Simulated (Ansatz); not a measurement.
A geometry of Cl2 away from equilibrium: step 3 of the relaxation of a relaxed Cl2 cell, doubled along one cell vector, shaken by Gaussian noise of σ = 0.08 Å a coordinate. Calculation: r2SCAN (plane waves to 500 eV, PAW, scalar-relativistic; Ansatz, a quantum-chemistry and plane-wave program). Γ-centred k-mesh 4×8×6 on the run's cell (coarser than for final values), Fermi–Dirac smearing 0.05 eV.

```
Cl2
1.0
   -5.25965     5.25821     3.70622
    2.61560    -2.64228     1.85163
    2.63749     2.64995    -1.87178
Cl
4
Direct
  0.36312   0.23646   0.50357
  0.89541   0.27785   0.50900
  0.98061   0.96248   0.01697
  0.50705   0.99107   0.99806
```
Spin-polarised start, with parallel moments on Cl.

### Question
Which atoms carry the largest force, and which way does it point?

### Answer
0.60 eV/Å, on Cl2, Cl3 (atoms numbered as listed); on Cl3 its components are (0.04, 0.14, -0.58).

### Question
What is the pressure?

### Answer
-0.7 GPa, compression positive.

No spin polarisation in the result: the starting moments vanished. Without a van der Waals term the distances between weakly bound units are poorly fixed.

The end of the path is a generated cell of Cl2: the first start was made by placing the elements on the sites of a structure type, and the end was not matched to a known phase here, so it may be hypothetical. Known forms of Cl2 include space group No. 64.
